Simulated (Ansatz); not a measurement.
InSe:
```
CELL_PARAMETERS angstrom
      4.02826     0.00000     0.00000
     -2.01413     3.48858     0.00000
      0.00000     0.00000    16.98939
ATOMIC_POSITIONS crystal
  In 0.00000 0.00000 0.58208
  In 0.00000 0.00000 0.41792
  In 0.33333 0.66667 0.91792
  In 0.33333 0.66667 0.08208
  Se 0.66667 0.33333 0.84365
  Se 0.66667 0.33333 0.15635
  Se 0.33333 0.66667 0.65634
  Se 0.33333 0.66667 0.34366
```

Relaxed with r²SCAN+D4. Special points in fractions of this cell's reciprocal vectors: Γ (0.000, 0.000, 0.000); M (0.500, 0.000, 0.000); K (0.333, 0.333, 0.000); A (0.000, 0.000, 0.500); L (0.500, 0.000, 0.500); H (0.333, 0.333, 0.500).

Problem. List the band energies nearest the valence-band maximum at these points for the program Ansatz at the r²SCAN+D4 level (PAW).

Solution. In eV from the valence-band maximum; about four levels below and three above (degenerate sets whole), none deeper than 8.9 eV; points with the same levels are listed once.

| k | below | above |
|---|---|---|
| Γ | -1.29 -1.29 -1.21 -1.21 0.00 | 0.85 1.95 2.54 |
| M | -2.23 -2.13 -1.81 -1.58 | 1.66 1.76 2.03 |
| K | -2.16 -2.09 -1.88 -1.76 | 2.06 2.07 2.71 |
| A | -1.24 -1.24 -1.24 -1.24 -0.79 -0.77 | 1.48 1.53 2.55 |
| L | -2.20 -2.20 -1.69 -1.57 | 1.57 1.64 2.08 |
| H | -2.37 -2.12 -1.88 -1.64 | 1.96 2.12 2.74 |

Space group P-6m2. The workflow started from a Materials Project entry (that database holds measured and hypothetical structures alike); the Crystallography Open Database copy checked does not list it. It is not the phase usual at ambient conditions (space group No. 194). The r²SCAN+D4 relaxation kept the symmetry of its start; whether a distortion lowers the energy is not shown. Scalar-relativistic: spin–orbit coupling is off unless named, which matters more the heavier the elements.

Potentials: the later of the program's two PAW sets.
